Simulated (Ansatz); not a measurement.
Space group Fm-3m (No. 225). a = 5.608 Å, b = 5.608 Å, c = 5.608 Å, α = 90.00°, β = 90.00°, γ = 90.00°
```tsv
atom	site	symmetry	x	y	z
Na	4a	m-3m	0.0000	0.0000	0.0000
Cl	4b	m-3m	0.5000	0.0000	0.0000
```

Equation of state of this NaCl structure (not necessarily the ground state), with shape and atoms relaxed at each volume where symmetry leaves them free. Theory: DFT r2SCAN, scalar-relativistic, plane waves, PAW in Ansatz 0.2.0.

Settings: cutoff 500 eV, Γ-centred mesh 8×8×8 on the computed 2-atom cell, Gaussian smearing of 0.02 eV; no spin polarisation.

```
V (Å³/atom) E − E(largest V) (meV/atom) P (GPa) gap on mesh (eV)
     20.723                         1.55     1.97              6.24
     21.384                        -4.29     0.90              6.10
     22.046                        -6.09     0.00              5.97
     22.707                        -4.49    -0.76              5.85
     23.369                         0.00    -1.40              5.73
```

**Question.** Fit a third-order Birch–Murnaghan equation to E(V).

**Answer.** V0 = 22.05 Å³/atom, B0 = 27 GPa, B0' = 4.7.

Cost: 5 runs of about 0.32 core-minutes in all, on Arm Neoverse V2 (shared hosts).